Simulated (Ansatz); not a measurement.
AgI:
```yaml
crystal:
  lattice:
    - [0.00000, 3.22502, 3.22502]
    - [3.22502, 0.00000, 3.22502]
    - [3.22502, 3.22502, 0.00000]
  atoms:
    - { symbol: Ag, position: [0.00000, 0.00000, 0.00000] }
    - { symbol: I, position: [0.25000, 0.25000, 0.25000] }
```

Relaxed with PBEsol. Special points in fractions of this cell's reciprocal vectors: Γ (0.000, 0.000, 0.000); X (0.500, 0.000, 0.500); U (0.625, 0.250, 0.625); K (0.375, 0.375, 0.750); L (0.500, 0.500, 0.500); W (0.500, 0.250, 0.750).

### Question
List the band energies nearest the valence-band maximum at these points for PBEsol in the plane-wave PAW code Ansatz.

### Answer
In eV from the valence-band maximum; about four levels below and three above (degenerate sets whole), none deeper than 8.9 eV; points with the same levels are listed once.

```tsv
k	below	above
Γ	-3.17 -3.17 0.00 0.00 0.00	1.20 5.65 5.65 5.65
X	-3.05 -2.70 -1.87 -1.87	3.43 3.76 8.43
U	-3.14 -2.88 -2.10 -1.49	3.82 4.93 7.58
L	-3.14 -3.14 -3.02 -0.76 -0.76	2.64 6.15 6.15
W	-2.94 -2.83 -2.26 -1.71	4.76 5.09 6.29
```

Space group F-43m (zinc blende). The PBEsol relaxation kept the symmetry of its start. The run is not spin-polarised. Scalar-relativistic: spin–orbit coupling is off unless named, which matters more the heavier the elements.

Potentials: the earlier of the program's two PAW sets. The files were generated under PBE; for other functionals the program regenerates the frozen cores, and for LDA and PBEsol the local potential too.
